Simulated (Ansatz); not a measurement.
A relaxed cell of Bi (R-3m (No. 166)), relaxed on a k-mesh at least as fine as the one used below. Calculation: PBEsol (plane waves to 420 eV, PAW, scalar-relativistic; Ansatz, a quantum-chemistry and plane-wave program). Γ-centred k-mesh 9×9×9 on the run's cell (coarser than for final values), Fermi–Dirac smearing 0.05 eV.

```
CELL_PARAMETERS angstrom
      2.26276     1.30641     3.88271
     -2.26276     1.30641     3.88271
      0.00000    -2.61281     3.88271
ATOMIC_POSITIONS crystal
  Bi 0.23679 0.23679 0.23679
  Bi 0.76321 0.76321 0.76321
```

The atoms are displaced by (Å):

```csv
atom,ux,uy,uz
Bi1,0.008,0.029,0.397
Bi2,-0.047,-0.008,-0.026
```

Task: What forces (eV/Å) and pressure result?

Result: 
```csv
atom,Fx,Fy,Fz
Bi1,0.09,0.05,0.28
Bi2,-0.09,-0.05,-0.28
```

Pressure -1.2 GPa.

No spin polarisation in the result.

The run that gave the undisplaced cell could not lose the symmetry of its start; a randomly shaken copy of 2 atoms returns to this structure.
